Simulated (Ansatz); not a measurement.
Several occupations of a fcc lattice at one composition, 5 Cu, 2 Os, 8 Rh, 1 Ru. Sites, in fractions of the cell -3.770 3.770 -3.770; 3.770 3.770 3.770; 3.770 -3.770 -3.770 Å:

| cell | sites |
| --- | --- |
| all | Rh (0.00 0.50 0.50) |
| 1 | Cu (0.00 0.00 0.00), Cu (0.00 0.25 0.75), Cu (0.25 0.50 0.25), Cu (0.25 0.75 0.00), Cu (0.75 0.00 0.25), Os (0.25 0.25 0.50), Os (0.50 0.25 0.25), Rh (0.00 0.75 0.25), Rh (0.25 0.00 0.75), Rh (0.50 0.00 0.50), Rh (0.50 0.75 0.75), Rh (0.75 0.25 0.00), Rh (0.75 0.50 0.75), Rh (0.75 0.75 0.50), Ru (0.50 0.50 0.00) |
| 2 | Cu (0.25 0.00 0.75), Cu (0.75 0.00 0.25), Cu (0.75 0.25 0.00), Cu (0.75 0.50 0.75), Cu (0.75 0.75 0.50), Os (0.00 0.75 0.25), Os (0.50 0.25 0.25), Rh (0.00 0.00 0.00), Rh (0.00 0.25 0.75), Rh (0.25 0.25 0.50), Rh (0.25 0.50 0.25), Rh (0.25 0.75 0.00), Rh (0.50 0.00 0.50), Rh (0.50 0.75 0.75), Ru (0.50 0.50 0.00) |
| 3 | Cu (0.25 0.75 0.00), Cu (0.50 0.25 0.25), Cu (0.50 0.50 0.00), Cu (0.50 0.75 0.75), Cu (0.75 0.50 0.75), Os (0.00 0.75 0.25), Os (0.50 0.00 0.50), Rh (0.00 0.00 0.00), Rh (0.25 0.00 0.75), Rh (0.25 0.25 0.50), Rh (0.25 0.50 0.25), Rh (0.75 0.00 0.25), Rh (0.75 0.25 0.00), Rh (0.75 0.75 0.50), Ru (0.00 0.25 0.75) |

Each was relaxed without symmetry on coarser meshes and computed once more. Level of theory: Ansatz 0.2.0, DFT PBE, scalar-relativistic, plane waves, PAW.

Cutoff 420 eV; k points 6×6×6 on the computed 16-atom cell (Γ-centred); Gaussian smearing, width 0.10 eV; no spin polarisation.

Warren–Cowley parameters of the first shell of the sublattice with most elements (negative: unlike neighbours preferred):
```csv
cell,Cu-Rh,Os-Rh,Rh-Ru,Cu-Os,Cu-Ru,Os-Ru
1,0.00,0.00,0.00,-0.07,-0.07,-0.33
2,-0.10,0.00,0.17,-0.33,-0.33,-0.33
3,-0.07,-0.17,-0.33,0.07,0.20,0.33
```

Problem. Which occupation is lowest in energy, and by how much?

Solution. Cell 3.
```json
{"cell": "3", "E − E(lowest) (meV/atom)": "0.0", "V (Å³/atom)": "13.53"}
{"cell": "1", "E − E(lowest) (meV/atom)": "12.7", "V (Å³/atom)": "13.56"}
{"cell": "2", "E − E(lowest) (meV/atom)": "47.4", "V (Å³/atom)": "13.52"}
```

The final mesh leaves forces up to 0.13 eV/Å and stresses up to 0.5 GPa: the relaxation ran on a coarser mesh, so the cell's shape, its bonds and its energy belong partly to that mesh.

Spin–orbit coupling is left out, which can shift energies with elements as heavy as these.

Cost: 6 runs of about 66 core-minutes in all (earlier runs that led there not counted), on Arm Neoverse V2 (shared hosts).